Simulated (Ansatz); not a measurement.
Compressing Y₂BiO₂: a fit and a missing row

Y₂BiO₂, I4/mmm, a = 3.867 Å, c = 13.496 Å. The structure is a Materials Project entry; whether it is the stable form wasn't checked. Ansatz: r2SCAN, PAW, 500 eV, Γ-centred 14×14×14 mesh on 5 atoms, Gaussian smearing 0.10 eV; no spin polarisation. Shape and atoms are relaxed at each volume; pressure is positive in compression.

```
V (Å³/atom) P (GPa)
     18.975        ?
     19.581     2.40
     20.186    -0.01
     20.792    -2.07
     21.397    -3.83
```

Take V0 = 20.186 Å³/atom, count pressures from its P0 = -0.01 GPa, fit the third-order Birch–Murnaghan form to the other rows, and predict the missing pressure.

With the Eulerian strain f = ½[(V0/V)^(2/3) − 1] and y = (P − P0)/[3f(1 + 2f)^(5/2)], the form is the line y = B0 + 1.5 B0 (B0′ − 4) f. Rows (f, y): 0.01025, 74.5; -0.00976, 73.9; -0.01905, 73.7. Means f = -0.006187, y = 74.033; Σ(Δf)² = 0.0004484, ΣΔfΔy = 0.01243; the slope is their ratio. y = 74.20 + 27.73 f GPa, so B0 = 74.2 GPa and B0′ = 4 + 2 × (27.73)/(3 × 74.20) = 4.25. At V = 18.975, f = 0.02105, y = 74.78 and P = 5.23 GPa. The run gave 5.24 GPa, so the fit is 0.01 GPa too low, a small miss on the scale of the series. The form still works here, 33 % of the fitted range beyond its end.

The cell has an odd number of electrons and ran without spin polarisation, so a magnetic or disproportionated state may lie lower. Spin–orbit coupling is left out, which can shift energies with elements as heavy as these.